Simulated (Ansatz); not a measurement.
Pd (simple cubic, Pm-3m) under volume change, plane-wave PAW PBEsol (Ansatz code), scaled uniformly.

```csv
V (Å³/atom),E − E(relaxed) (meV/atom),P (GPa)
15.363,76.7,17.86
15.870,(withheld),(withheld)
16.376,7.5,4.88
16.883,0.0,0.00
17.389,6.6,-4.07
17.896,25.0,-7.43
18.402,(withheld),(withheld)
```

Task: What belongs in the gaps?

Result: 
- 18.402, E − E(relaxed) (meV/atom): 52.9
- 18.402, P (GPa): -10.17
- 15.870, E − E(relaxed) (meV/atom): 31.9
- 15.870, P (GPa): 10.74

Task: What does a third-order Birch–Murnaghan fit give for V₀, B₀ and B′?

Result: V₀ = 16.88 Å³/atom, B₀ = 148 GPa, B′ = 5.2.

The cell is a constructed one: a structure type filled with these elements; neither database checked (COD, Materials Project) lists it. It is not the phase usual at ambient conditions (space group No. 225). The cell was relaxed with PBEsol under the symmetry of its start. At this level the phase is mechanically unstable. No spin polarisation was allowed. Scalar-relativistic: spin–orbit coupling is off unless named, which matters more the heavier the elements.

Potentials: the earlier of the program's two PAW sets. The files were generated under PBE; for other functionals the program regenerates the frozen cores, and for LDA and PBEsol the local potential too.
